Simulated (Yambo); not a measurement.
G0W0@LDA for GaAs (zinc blende, space group F-43m, No. 216) in Yambo. Reference settings: 4×4×4 Γ-centred k mesh, 111 bands and a 10 Ry block in the screening, 111 bands in G with the Bruneval-Gonze terminator, plasmon pole fitted at 27.2 eV. The LDA gap Γ → Γ on this mesh is 0.49 eV; G0W0 gaps are taken between the same points.

The settings were changed. The gap went from 1.33 eV to 1.33 eV, and the shift of the valence edge from -0.67 eV to -0.43 eV.

Q: Name the change that produced these shifts.
A. 28 bands in W, 28 bands in G, 2 Ry block
B. 2×2×2 mesh
C. 86 bands in W, 86 bands in G, 4 Ry block, no terminator
D. 28 bands in W, 28 bands in G, 4 Ry block

A: C, 86 bands in W, 86 bands in G, 4 Ry block, no terminator. The others gave (gap, valence shift): 2×2×2 mesh: 1.52, -0.66 eV; 28 bands in W, 28 bands in G, 2 Ry block: 1.41, -0.08 eV; 28 bands in W, 28 bands in G, 4 Ry block: 1.45, -0.18 eV.

The standard potentials for As, Ga keep a d shell in the valence without the s and p states of that shell. In tests on such compounds this moved G0W0 gaps by up to about 0.9 eV, so absolute quasiparticle energies here are unreliable; differences between settings are what counts.

Spin-orbit coupling is not included.

Geometry relaxed with LDA; primitive cell a = 3.960 Å, b = 3.960 Å, c = 3.960 Å, α = 60.00°, β = 60.00°, γ = 60.00°.

A shift is the quasiparticle energy of the state minus its LDA energy.
